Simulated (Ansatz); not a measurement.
P:
```cif
data_P6
_chemical_formula_sum 'P6'
_space_group_name_H-M_alt 'R-3m :H'
_space_group_IT_number 166
_space_group_name_Hall '-R 3 2"'
_cell_length_a 3.42776
_cell_length_b 3.42776
_cell_length_c 8.74232
_cell_angle_alpha 90.000
_cell_angle_beta 90.000
_cell_angle_gamma 120.000
loop_
_atom_site_label
_atom_site_type_symbol
_atom_site_symmetry_multiplicity
_atom_site_Wyckoff_symbol
_atom_site_fract_x
_atom_site_fract_y
_atom_site_fract_z
_atom_site_occupancy
P1 P 6 c 0.00000 0.00000 0.23380 1
```
(The calculation used a cell of 2 atoms; values per cell refer to that cell.)

This is the LDA-relaxed structure.

Question: All from plane-wave PAW LDA (Ansatz code), unless another level is named. Estimate the Hill bulk and shear moduli.

Answer: 72.5 and 70.4 GPa.

Question: Next, the highest zone-centre frequency?

Answer: 339 cm^-1.

This is a known high-pressure phase of the composition, computed here at zero pressure and temperature. Symmetry was held in the LDA relaxation; its stability against distortions is not shown here. As this level gives no gap, shear constants depend on the k-mesh and smearing (Fermi–Dirac, 0.1 eV here). As this level gives no gap, phonon frequencies hold no LO–TO term and depend on the k-mesh and smearing (Fermi–Dirac, 0.1 eV here).

Potentials: the later of the program's two PAW sets.
